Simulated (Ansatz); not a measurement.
## Stress against strain in Mg

```yaml
crystal:
  lattice:
    - [-1.47650, 1.47650, 1.47650]
    - [1.47650, -1.47650, 1.47650]
    - [1.47650, 1.47650, -1.47650]
  atoms:
    - { symbol: Mg, position: [0.00000, 0.00000, 0.00000] }
```

The geometry is COD entry 1538898, unchecked; take it as a test cell.

Computed with DFT, LDA, all-electron LAPW, scalar-relativistic (Ansatz 0.2.0).

The runs use a Γ-centred 19×19×19 k mesh, Fermi–Dirac smearing of 0.03 eV, basis error target 0.5 meV/atom, no spin polarisation.

The strain is applied along the Cartesian axes of the cell as listed (the other components stay zero). Fractional coordinates are held (clamped ions).

σ is the change of stress from the unstrained cell, which is at 55.6 GPa; tension is positive, so slopes are stress–strain coefficients at that pressure. In a metal the k mesh adds noise.

Only quantities that a quadratic follows smoothly over the whole series are listed; rougher ones are left out.

```tsv
εxx = εyy	σzz (GPa)	σxx (GPa)
-0.0200	-9.10	-9.24
0.0000	0.00	0.00
0.0100	3.98	4.25
0.0200	7.61	8.27
```

Task: Fit the series and read off the stiffness at zero strain.

Result: Least-squares fits y = p0 + p1 x + p2 x² to the rows give σzz (GPa): p1 = 418, p2 = -1900; σxx (GPa): p1 = 438, p2 = -1200. So 2 C12 = 418 GPa and C11 + C12 = 438 GPa.

Task: One run, at εxx = εyy = -0.0100, is withheld. Predict its row.

Result: The fits give -4.37, -4.50; the run gave -4.46, -4.43.
